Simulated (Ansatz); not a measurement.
**CaSnS$_{3}$: computed property card**

CaSnS$_{3}$:
```xyz
10
Lattice="3.3279 1.9214 6.1358 -3.3279 1.9214 6.1358 0.0000 -3.8428 6.1358" Properties=species:S:1:pos:R:3 pbc="T T T"
Ca     0.0000     0.0000     6.5925
Ca     0.0000     0.0000    11.8150
Sn     0.0000     0.0000     2.8920
Sn     0.0000     0.0000    15.5155
S     -1.1520    -2.2121    10.6708
S      1.1520     2.2121     7.7367
S      2.4917     0.1084    10.6708
S     -2.4917    -0.1084     7.7367
S     -1.3397     2.1037    10.6708
S      1.3397    -2.1037     7.7367
```

Space group R-3 (No. 148); conventional cell a = 6.6558 Å, b = 6.6558 Å, c = 18.4075 Å, α = 90.00°, β = 90.00°, γ = 120.00°.

Method: plane-wave PAW PBEsol (Ansatz code). Geometry: relaxed at this level of theory. Other levels are named where they apply.

### Cell and energy

```yaml
volume_per_atom: 23.54 Å³
density: 3.60 g/cm³
Formation energy from the elements (no fitted shifts): -1.07 eV/atom
```

### Electronic structure

```yaml
band_gap: 1.72 eV (indirect)
valence_band_maximum: off the standard path, at k = (0.203, 0.411, 0.318) in fractions of the reciprocal vectors
conduction_band_minimum: at T
smallest_direct_gap_on_the_standard_path: 1.78 eV
electron_effective_mass: 0.56, 0.80, 0.80 mₑ (principal values)
Electron effective mass with spin–orbit coupling: 0.56, 0.81, 0.81 mₑ (principal values)
hole_effective_mass: 0.46, 1.4, 3.5 mₑ (principal values)
Hole effective mass with spin–orbit coupling: 0.47, 1.4, 3.5 mₑ (principal values)
HSE06 gap on the PBEsol cell: 2.72 eV
Gap with spin–orbit coupling: 1.72 eV
```

### Mechanics

```yaml
Bulk modulus (Birch–Murnaghan fit): 59.5 GPa
Pressure derivative B′: 3.9
Elastic constants (relaxed ions, GPa): C11 = 102, C12 = 57.3, C13 = 41.0, C14 = -0.9, C33 = 79.0, C44 = 24.3, C15 = -7.9
mechanical_stability: stable (all eigenvalues of C positive)
hill_bulk_and_shear_moduli: 61.3 and 22.6 GPa
Young's modulus: 60.4 GPa
Poisson's ratio: 0.34
debye_temperature_from_the_elastic_constants: 292 K
```

### Dielectric response

```yaml
Electronic dielectric constant ε∞ (DFPT): 7.31 (xx = yy), 6.51 (zz)
Born charges (a third of the trace): Ca +2.67, Sn +4.13, S -2.27 e
```

### Phonons

```yaml
Highest zone-centre frequency (without LO–TO term): 9.87 THz
zone_centre_stability: no imaginary mode at Γ
```

The workflow started from a Materials Project entry (that database holds measured and hypothetical structures alike); the Crystallography Open Database copy checked does not list it. Whether it is the stable phase at ambient conditions was not checked. Symmetry was held in the PBEsol relaxation. The references are the lowest solids computed at this level, not always the standard phases. Scalar-relativistic: spin–orbit coupling is off unless named, which matters more the heavier the elements.

Potentials: the later of the program's two PAW sets.
